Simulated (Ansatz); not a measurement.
The following input was run with Ansatz 0.2.0.

```yaml
crystal:
  lattice:
    - [-2.04274424, 2.04274424, 4.92852581]
    - [2.04274424, -2.04274424, 4.92852581]
    - [2.04274424, 2.04274424, -4.92852581]
  atoms:
    - { symbol: "Y", position: [0.0, 0.0, 0.0] }
    - { symbol: P, position: [0.38943946, 0.38943946, 0.0] }
    - { symbol: P, position: [0.61056054, 0.61056054, 0.0] }
    - { symbol: Pd, position: [0.75, 0.25, 0.5] }
    - { symbol: Pd, position: [0.25, 0.75, 0.5] }
basis:
  ecutwfc: 420
kpoints:
  mp_grid: { grid: [12, 12, 12] }
hamiltonian:
  xc: pbesol
scf:
  occupations: { method: gaussian, width: 0.1 }
output:
  forces: true
  stress: true
  eigenvalues: true
relax:
  adjacent_minimum: "off"
  f_tol: 0.01
  max_steps: 40
```

Run as
```bash
ansatz run input.yaml --threads 2 --pin off --max-ram 5120MiB --backend cpu --events-out ev --progress --plain --runs-dir out
```

Method: Ansatz 0.2.0, DFT PBEsol, scalar-relativistic, plane waves, PAW.

From the run's log, abridged (iterations and final results):

```
SCF iter   1: F=—  HF=-19093.602099 eV  |F-HF|=—  |Δ(HF+E_count)|=         —  Δρ=8.12e-3  dr2=6.35e-2  ethr=1.77e-3  ⟨swp⟩=6.1  Hψ=23802  notcnv=0
SCF iter   2: F=—  HF=-19093.591483 eV  |F-HF|=—  |Δ(HF+E_count)|=   1.06e-2  Δρ=2.94e-3  dr2=9.33e-3  ethr=1.11e-4  ⟨swp⟩=2.3  Hψ=8981  notcnv=0  defer=5
SCF iter   3: F=—  HF=-19093.589837 eV  |F-HF|=—  |Δ(HF+E_count)|=   1.65e-3  Δρ=7.46e-4  dr2=6.57e-4  ethr=1.64e-5  ⟨swp⟩=2.0  Hψ=6878  notcnv=0  defer=7
SCF iter   4: F=—  HF=-19093.589705 eV  |F-HF|=—  |Δ(HF+E_count)|=   1.32e-4  Δρ=1.29e-4  dr2=2.88e-5  ethr=1.15e-6  ⟨swp⟩=2.1  Hψ=7667  notcnv=0  defer=7
SCF iter   5: F=-19093.589698 eV  HF=-19093.589699 eV  |F-HF|=9.37e-7  |Δ(HF+E_count)|=   5.62e-6  Δρ=3.04e-5  dr2=1.40e-6  ethr=5.05e-8  ⟨swp⟩=2.0  Hψ=7789  notcnv=0  defer=8
SCF iter   6: F=-19093.589699 eV  HF=-19093.589699 eV  |F-HF|=5.11e-8  |Δ(HF+E_count)|=   2.47e-7  Δρ=6.73e-6  dr2=7.20e-8  ethr=2.45e-9  ⟨swp⟩=7.6  Hψ=24468  notcnv=0
SCF 1 converged in 6 iterations: F = -19093.589699 eV  dr2 = 7.20e-8
relax step   1: F+E_penalty+E_count = -19093.58969877 eV  Δ(F+E_penalty+E_count) = +0.000e0 eV  max|allowed force component| = 4.042e-1 eV/Å  Δτ_max = 0.0000 Å  (6 SCF iters, dr2 threshold 2.50e-6 eV, accepted)
Initial density: handed on by an earlier stage of this run
Initial wavefunctions: those handed on with the density
SCF iter   1: F=—  HF=-19093.594847 eV  |F-HF|=—  |Δ(HF+E_count)|=         —  Δρ=6.18e-4  dr2=2.86e-4  ethr=4.14e-7  ⟨swp⟩=2.9  Hψ=18843  notcnv=0  defer=204
SCF iter   2: F=—  HF=-19093.594787 eV  |F-HF|=—  |Δ(HF+E_count)|=   6.02e-5  Δρ=3.24e-4  dr2=7.87e-5  ethr=4.14e-7  ⟨swp⟩=2.1  Hψ=7760  notcnv=0  defer=204
SCF iter   3: F=—  HF=-19093.594765 eV  |F-HF|=—  |Δ(HF+E_count)|=   2.18e-5  Δρ=1.34e-4  dr2=1.56e-5  ethr=1.38e-7  ⟨swp⟩=2.0  Hψ=8122  notcnv=0  defer=204
SCF iter   4: F=-19093.594761 eV  HF=-19093.594761 eV  |F-HF|=8.41e-8  |Δ(HF+E_count)|=   4.04e-6  Δρ=2.10e-5  dr2=3.32e-7  ethr=1.79e-8  ⟨swp⟩=9.5  Hψ=24132  notcnv=0
SCF 2 converged in 4 iterations: F = -19093.594761 eV  dr2 = 3.32e-7
relax step   2: F+E_penalty+E_count = -19093.59476101 eV  Δ(F+E_penalty+E_count) = -5.062e-3 eV  max|allowed force component| = 1.960e-1 eV/Å  Δτ_max = 0.0085 Å  (4 SCF iters, dr2 threshold 1.02e-5 eV, accepted)
SCF iter   1: F=—  HF=-19093.596469 eV  |F-HF|=—  |Δ(HF+E_count)|=         —  Δρ=5.75e-4  dr2=2.44e-4  ethr=4.52e-6  ⟨swp⟩=2.9  Hψ=12370  notcnv=0  defer=192
SCF iter   2: F=—  HF=-19093.596415 eV  |F-HF|=—  |Δ(HF+E_count)|=   5.32e-5  Δρ=3.01e-4  dr2=6.66e-5  ethr=4.29e-7  ⟨swp⟩=2.1  Hψ=8595  notcnv=0  defer=193
SCF iter   3: F=—  HF=-19093.596397 eV  |F-HF|=—  |Δ(HF+E_count)|=   1.81e-5  Δρ=1.26e-4  dr2=1.39e-5  ethr=1.17e-7  ⟨swp⟩=2.0  Hψ=8075  notcnv=0  defer=193
SCF iter   4: F=-19093.596394 eV  HF=-19093.596394 eV  |F-HF|=1.02e-7  |Δ(HF+E_count)|=   3.60e-6  Δρ=2.09e-5  dr2=3.67e-7  ethr=4.21e-9  ⟨swp⟩=8.5  Hψ=26162  notcnv=0
SCF 3 converged in 4 iterations: F = -19093.596394 eV  dr2 = 3.67e-7
relax step   3: F+E_penalty+E_count = -19093.59639361 eV  Δ(F+E_penalty+E_count) = -1.633e-3 eV  max|allowed force component| = 9.091e-3 eV/Å  Δτ_max = 0.0080 Å  (4 SCF iters, dr2 threshold 2.40e-6 eV, accepted)
SCF iter   1: F=—  HF=-19093.596392 eV  |F-HF|=—  |Δ(HF+E_count)|=         —  Δρ=2.09e-5  dr2=3.67e-7  ethr=6.44e-10  ⟨swp⟩=1.0  Hψ=15322  notcnv=0
SCF iter   2: F=—  HF=-19093.596394 eV  |F-HF|=—  |Δ(HF+E_count)|=   1.40e-6  Δρ=1.36e-5  dr2=1.94e-7  ethr=6.44e-10  ⟨swp⟩=1.0  Hψ=5442  notcnv=0
SCF iter   3: F=-19093.596394 eV  HF=-19093.596394 eV  |F-HF|=5.11e-9  |Δ(HF+E_count)|=   2.92e-8  Δρ=2.86e-6  dr2=1.06e-8  ethr=1.75e-10  ⟨swp⟩=2.3  Hψ=19522  notcnv=0
SCF 4 converged in 3 iterations: F = -19093.596394 eV  dr2 = 1.06e-8
relax step   4: F+E_penalty+E_count = -19093.59639366 eV  Δ(F+E_penalty+E_count) = -5.159e-8 eV  max|allowed force component| = 8.980e-3 eV/Å  Δτ_max = 0.0000 Å  (3 SCF iters, accepted)
SCF converged after 3 iterations
Free energy (F): -19093.596394 eV
Harris-Foulkes:  -19093.596394 eV  (|F-HF|=5.11e-9)
Internal energy: -19093.589060 eV  (E = F + TS)
E sigma→0 (E₀):  -19093.592727 eV
Entropy (-TS):   -0.007334 eV (-1.467 meV/atom)
Fermi energy:    15.599110 eV
--- Per-component energies (eV) ---
  E_band       = -447.666510
  E_kinetic    = 1480.758686
  E_local      = -5809.287156  (includes V_loc(G=0)·N_el)
  E_nonlocal   = 555.192303
  E_hartree    = 2402.269455
  E_xc         = -634.397304
  E_vxc        = -749.062237  (∫ρ·V_xc dr)
  E_paw        = -11251.759209  (= ΣΔE_a)
  E_vpaw       = -729.807189  (= ΣTr[D̂ρ^β])
  E_aug_tail   = 0.000401  (compensation charges beyond the density's cutoff)
  E_ewald      = -5837.212249
  E_core_change = 0.846013  (= ΣΔE_core)
  E_smearing   = -0.007334  (= −TS)
--- Forces (eV/Å), atoms counted from 1 ---
  atom   1  Y      0.00000000     0.00000000     0.00000000
  atom   2  P      0.00000000     0.00000000    -0.00897991
  atom   3  P      0.00000000     0.00000000     0.00897991
  atom   4  Pd     0.00000000     0.00000000     0.00000000
  atom   5  Pd     0.00000000     0.00000000     0.00000000
--- Stress (GPa, compression-positive) ---
       -3.647228       0.000000       0.000000
        0.000000      -3.647228       0.000000
        0.000000       0.000000      -3.598260
  P = ⅓ Tr σ = -3.6309 GPa (-36.309 kbar)
--- Band table (eV; the first three rows and the last of 163) ---
  k-point 0: bands = ["-69.5107", "-69.4913", "-35.3316", "-35.3274", "-35.3274", "-35.3047", "-35.2049", "-35.2049", "-27.4322", "-7.4634", "-7.4517", "-7.4517", "1.7496", "5.1741", "7.7623", "9.5684", "9.5684", "10.3251", "11.0538", "11.6319", "11.6319", "12.0555", "12.4083", "13.1514", "13.4729", "13.4729", "14.2422", "14.4316", "15.1195", "15.1195", "17.1088", "17.4952", "18.0665", "20.0438", "20.1320"]
  k-point 1: bands = ["-69.5100", "-69.4919", "-35.3307", "-35.3283", "-35.3184", "-35.3056", "-35.2142", "-35.2041", "-27.4316", "-7.4620", "-7.4609", "-7.4575", "1.8309", "5.1814", "7.8676", "9.3870", "9.6233", "10.4259", "10.9278", "11.4959", "11.8462", "12.0271", "12.3403", "13.0283", "13.1432", "13.4400", "14.0745", "14.4454", "14.7418", "15.7202", "17.2771", "17.8161", "18.5177", "19.1262", "20.0693"]
  k-point 2: bands = ["-69.5082", "-69.4937", "-35.3313", "-35.3280", "-35.3080", "-35.2940", "-35.2396", "-35.2020", "-27.4299", "-7.4838", "-7.4735", "-7.4584", "2.0387", "5.2036", "8.1304", "9.0556", "9.7761", "10.6574", "10.7992", "11.0146", "11.8983", "12.1830", "12.2425", "12.6797", "12.7390", "13.3396", "13.6989", "14.3165", "14.6634", "16.7463", "17.5280", "18.0772", "18.3300", "19.9564", "20.0563"]
  k-point 162: bands = ["-69.5107", "-69.4913", "-35.3319", "-35.3274", "-35.3274", "-35.3046", "-35.2049", "-35.2049", "-27.4313", "-7.4810", "-7.4500", "-7.4500", "2.2679", "4.0897", "8.3577", "9.7698", "9.7698", "10.3668", "10.6960", "10.9148", "10.9148", "11.5884", "13.1632", "13.4717", "13.4717", "13.6352", "14.2421", "15.9251", "16.6831", "17.1787", "17.2746", "17.7077", "17.7077", "18.6610", "18.9070"]
--- Relaxed structure (4 steps of the walk, 4 accepted, 0 SCFs on fresh bases) ---
  F+E_penalty+E_count = -19093.59639366 eV   max|allowed force component| = 8.980e-3 eV/Å
  atoms:
    - { symbol: Y, position: [0.0, 0.0, 0.0] }
    - { symbol: P, position: [0.38776564, 0.38776564, 0.0] }
    - { symbol: P, position: [0.61223435, 0.61223435, 0.0] }
    - { symbol: Pd, position: [0.75, 0.25, 0.49999999] }
    - { symbol: Pd, position: [0.25, 0.75, 0.49999999] }
```

The relaxation met its thresholds.

It took 33 s on 2 threads of AMD EPYC 7R43 64-Core Processor (Zen 3), with other jobs on the host, peak memory 0.71 GiB.